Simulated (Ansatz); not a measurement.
## In₂O₃: do energies and stresses tell the same story?

Method: Ansatz 0.2.0, DFT r2SCAN, scalar-relativistic, plane waves, PAW.

Cutoff 500 eV; k points 6×6×6 on the computed 10-atom cell (Γ-centred); Gaussian smearing, width 0.02 eV; no spin polarisation.

Relaxed cell: R-3c, a = 5.508 Å, b = 5.508 Å, c = 14.560 Å, α = 90.00°, β = 90.00°, γ = 120.00°, 10 atoms in the primitive cell. This form isn't the usual stable structure of the compound.

Energies at zero smearing and pressures from the stress tensor, at volumes with shape and atoms relaxed:
| V (Å³/atom) | E − E(first) (meV/atom) | P (GPa) |
| --- | --- | --- |
| 11.986 | 0.00 | 12.13 |
| 12.369 | -21.02 | 5.63 |
| 12.751 | -27.60 | 0.01 |
| 13.134 | -21.74 | -4.80 |
| 13.516 | -5.23 | -8.92 |

**Question.** Check P = −dE/dV between neighbouring volumes, and get the bulk modulus from the pressures alone.

**Answer.** With 1 eV/Å³ = 160.2 GPa:
```json
{"middle V (Å³/atom)": "12.177", "−ΔE/ΔV (GPa)": "8.806", "mean P (GPa)": "8.883"}
{"middle V (Å³/atom)": "12.560", "−ΔE/ΔV (GPa)": "2.754", "mean P (GPa)": "2.823"}
{"middle V (Å³/atom)": "12.942", "−ΔE/ΔV (GPa)": "-2.456", "mean P (GPa)": "-2.396"}
{"middle V (Å³/atom)": "13.325", "−ΔE/ΔV (GPa)": "-6.914", "mean P (GPa)": "-6.861"}
```

The two differ by 0.08 GPa at most. The mean of two end pressures misses the average over a step by about ΔV² P″/12, up to 0.07 GPa here; with that taken off 0.00 GPa remains. Around V = 12.751 Å³/atom, the two neighbours give B = −V ΔP/ΔV = 12.751 × 10.44 / 0.765 = 174.0 GPa, against B0 = 172.9 GPa from the Birch–Murnaghan fit of the energies.